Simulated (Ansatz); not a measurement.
Ta₂C, first-principles data

Ta₂C:
```cif
data_C2Ta4
_chemical_formula_sum 'Ta4 C2'
_space_group_name_H-M_alt 'P4/nmm :1'
_space_group_IT_number 129
_space_group_name_Hall 'P 4ab 2ab -1ab'
_cell_length_a 3.52474
_cell_length_b 3.52474
_cell_length_c 6.51850
_cell_angle_alpha 90.000
_cell_angle_beta 90.000
_cell_angle_gamma 90.000
loop_
_space_group_symop_operation_xyz
  'x, y, z'
  '-y+1/2, x+1/2, z'
  '-x, -y, z'
  'y+1/2, -x+1/2, z'
  'x+1/2, -y+1/2, -z'
  '-y, -x, -z'
  '-x+1/2, y+1/2, -z'
  'y, x, -z'
  '-x+1/2, -y+1/2, -z'
  'y, -x, -z'
  'x+1/2, y+1/2, -z'
  '-y, x, -z'
  '-x, y, z'
  'y+1/2, x+1/2, z'
  'x, -y, z'
  '-y+1/2, -x+1/2, z'
loop_
_atom_site_label
_atom_site_type_symbol
_atom_site_symmetry_multiplicity
_atom_site_Wyckoff_symbol
_atom_site_fract_x
_atom_site_fract_y
_atom_site_fract_z
_atom_site_occupancy
Ta1 Ta 2 a 0.00000 0.00000 0.00000 1
Ta2 Ta 2 c 0.50000 0.00000 0.36781 1
C1 C 2 c 0.00000 0.50000 0.27490 1
```

Space group P4/nmm (No. 129); conventional cell a = b = 3.5247 Å, c = 6.5185 Å, α = β = γ = 90.00°.

Method: DFT-PBE in the program Ansatz with PAW potentials. The cell and atoms are relaxed at this level. Other levels are named where they apply.

**Cell and energy**

```yaml
volume_per_atom: 13.50 Å³
density: 15.33 g/cm³
Formation energy from the elements (no fitted shifts): 37 kJ/mol-atom
```

**Electronic structure**

```yaml
electronic_character: metallic (no gap)
Density of states at the Fermi level: 0.39 states/eV per atom (mean over ±0.08 eV)
```

**Mechanics**

```yaml
Bulk modulus (Birch–Murnaghan fit): 248 GPa
Pressure derivative B′: 4.4
```

The cell is a constructed one: a structure type filled with these elements; neither database checked (COD, Materials Project) lists it. COD files the formula under space group No. 164. Whether it is the stable phase at ambient conditions was not checked. Symmetry was held in the PBE relaxation; whether a distortion lowers the energy is not shown. No spin polarisation was allowed. The references are the lowest solids computed at this level, not always the standard phases. Spin–orbit coupling is left out wherever it is not named.

Potentials: the later of the program's two PAW sets.
